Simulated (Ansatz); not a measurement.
LaSe2:
```xyz
12
Lattice="8.4335 0.0000 0.0000 0.0000 4.1672 0.0000 -0.0090 0.0000 8.3443" Properties=species:S:1:pos:R:3 pbc="T T T"
La     6.0976     3.2203     7.2864
La     2.3269     0.9469     1.0580
La     2.3224     1.1367     5.2301
La     6.1021     3.0305     3.1142
Se     8.4153     1.2994     7.3530
Se     0.0092     2.8678     0.9914
Se     0.0047     3.3830     5.1635
Se     8.4198     0.7842     3.1808
Se     5.3612     1.0166     1.0428
Se     3.0633     3.1506     7.3016
Se     3.0678     3.1002     3.1294
Se     5.3567     1.0670     5.2149
```

Relaxed with LDA. Special points in fractions of this cell's reciprocal vectors: Γ (0.000, 0.000, 0.000); Z (0.000, 0.500, 0.000); D (0.000, 0.500, 0.500); B (0.000, 0.000, 0.500); A (-0.500, 0.000, 0.500); E (-0.500, 0.500, 0.500); C2 (-0.500, 0.500, 0.000); Y2 (-0.500, 0.000, 0.000).

**Question.** List the band energies nearest the Fermi level at these points for LDA (plane waves, PAW; program Ansatz).

**Answer.** In eV from the Fermi level; about four levels below and three above (degenerate sets whole), none deeper than 8.9 eV; points with the same levels are listed once.

```json
[
 {"k": "Γ", "below": "-1.28 -1.27 -0.38 -0.09", "above": "1.09 1.34 1.64"},
 {"k": "Z", "below": "-1.73 -1.73 -1.58 -1.58", "above": "1.88 1.88 1.91 1.91"},
 {"k": "D", "below": "-1.78 -1.78 -1.72 -1.72", "above": "0.02 0.02 1.08 1.08"},
 {"k": "B", "below": "-1.29 -1.29 -0.72 -0.72", "above": "0.56 0.56 1.12 1.12"},
 {"k": "A", "below": "-1.59 -1.59 -1.00 -1.00", "above": "0.67 0.67 1.24 1.24"},
 {"k": "E", "below": "-1.91 -1.91 -1.62 -1.62", "above": "0.04 0.04 1.05 1.05"},
 {"k": "C2", "below": "-1.62 -1.62 -1.14 -1.14", "above": "1.92 1.92 1.97 1.97"},
 {"k": "Y2", "below": "-1.28 -1.23 -1.23 -1.19", "above": "0.49 0.97 1.13"}
]
```

Space group P2_1/c. The first step of the workflow began from a Materials Project structure, measured or hypothetical; the Crystallography Open Database copy checked does not list it. Whether it is the stable phase at ambient conditions was not checked. Symmetry was held in the LDA relaxation; whether a distortion lowers the energy is not shown. A small band overlap can be real or an error of a semilocal functional. The Fermi level of a semimetal is unsure by some 0.05 eV on such meshes. Spin–orbit coupling is left out wherever it is not named.

Potentials: the later of the program's two PAW sets.
